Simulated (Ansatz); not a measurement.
YPt$_{3}$ (Cu3Au type, Pm-3m) under volume change, r²SCAN in the plane-wave PAW code Ansatz, scaled uniformly.

```tsv
V (Å³/atom)	E − E(relaxed) (meV/atom)	P (GPa)
15.633	97.0	22.11
16.148	40.4	13.36
16.663	[?]	[?]
17.179	0.0	0.00
17.694	8.4	-5.07
18.210	[?]	[?]
18.725	67.5	-12.84
```

Question: Fill in the missing entries.

Answer: 
- 18.210, E − E(relaxed) (meV/atom): 31.7
- 18.210, P (GPa): -9.30
- 16.663, E − E(relaxed) (meV/atom): 9.5
- 16.663, P (GPa): 6.07

Question: What does a third-order Birch–Murnaghan fit give for V₀, B₀ and B′?

Answer: V₀ = 17.18 Å³/atom, B₀ = 185 GPa, B′ = 5.0.

The workflow started from an entry of the Crystallography Open Database (COD). Its standing as an ambient phase is unchecked. The r²SCAN relaxation kept the symmetry of its start; its stability against distortions is not shown here. No spin polarisation was allowed. Spin–orbit coupling is left out wherever it is not named.

Potentials: the later of the program's two PAW sets.
